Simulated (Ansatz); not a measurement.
Ga2S3 in space group Imm2 (No. 44; Ga on 4d, S on 4d, S on 2a), LDA (plane waves, PAW; program Ansatz). The conduction-band minimum lies at Γ, with 1 equivalent valley. Second derivatives d²E/dk² of the lowest band at one valley (eV·Å²), along Cartesian directions:

```json
[
 {"direction": "[100]", "d²E/dk²": "45.86"},
 {"direction": "[010]", "d²E/dk²": "29.30"},
 {"direction": "[001]", "d²E/dk²": "37.82"},
 {"direction": "[110]", "d²E/dk²": "37.61"},
 {"direction": "[101]", "d²E/dk²": "41.82"},
 {"direction": "[011]", "d²E/dk²": "33.54"}
]
```

Question: Find the principal effective masses, the density-of-states mass and the conductivity mass.

Answer: Off-diagonal terms follow from H_xy = H[110] − (H_xx + H_yy)/2, and m*/mₑ = 7.620 eV·Å² over each eigenvalue: 0.17, 0.20, 0.26. One valley's DOS mass (m₁m₂m₃)^(1/3) = 0.21, conductivity mass 3/(Σ 1/mᵢ) = 0.20 mₑ.

Question: What effective density of states Nc follows at 300 K for parabolic valleys?

Answer: Nc = 2.509e19 × 1 × (0.21)^(3/2) ≈ 2.4e18 cm⁻³.

The workflow started from a Materials Project entry (that database holds measured and hypothetical structures alike); the Crystallography Open Database copy checked does not list it. COD files the formula under space group No. 9. Whether it is the stable phase at ambient conditions was not checked. The cell was relaxed with LDA under the symmetry of its start; whether a distortion lowers the energy is not shown. Scalar-relativistic: spin–orbit coupling is off unless named, which matters more the heavier the elements.

Potentials: the later of the program's two PAW sets.

Edges and masses are those of Kohn–Sham bands, whose gap is no quasiparticle gap.
